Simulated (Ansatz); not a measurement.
The cell below belongs to a search over invented structures; it isn't taken from experiment.

Input and command of a plane-wave DFT calculation in Ansatz:

```yaml
crystal:
  lattice:
    - [3.87978369, 0.0, 0.0]
    - [0.0, 3.87978369, 0.0]
    - [0.0, 0.0, 4.98040127]
  atoms:
    - { symbol: Ta, position: [0.5, 0.5, 0.27880001] }
    - { symbol: Ta, position: [0.5, 0.5, 0.72119999] }
    - { symbol: Al, position: [0.0, 0.0, 0.5] }
    - { symbol: C, position: [0.0, 0.5, 0.0] }
    - { symbol: C, position: [0.5, 0.0, 0.0] }
    - { symbol: "N", position: [0.0, 0.0, 0.0] }
basis:
  ecutwfc: 420
kpoints:
  mp_grid: { grid: [4, 4, 4] }
hamiltonian:
  xc: pbe
scf:
  occupations: { method: gaussian, width: 0.1 }
  lower_state_search: "off"
output:
  forces: true
  stress: true
  eigenvalues: true
relax:
  adjacent_minimum: "off"
  f_tol: 0.04
  max_steps: 70
  cell: { stress_tol: 0.4 }
```

```bash
ansatz run input.yaml --threads 1 --pin off --max-ram 2560MiB --backend cpu --events-out ev --progress --plain --runs-dir out
```

Processor: Intel(R) Xeon(R) Processor @ 2.50GHz (Skylake/Cascade Lake), 1 thread, on a host shared with other jobs.

Q: Estimate time, memory and problem size.

A: About 78 s, peak memory 0.39 GiB. It solves 27 bands at 18 k points (after reduction by symmetry) with about 1455 plane waves (on the last cell), in 68 SCF iterations over 11 ionic steps.
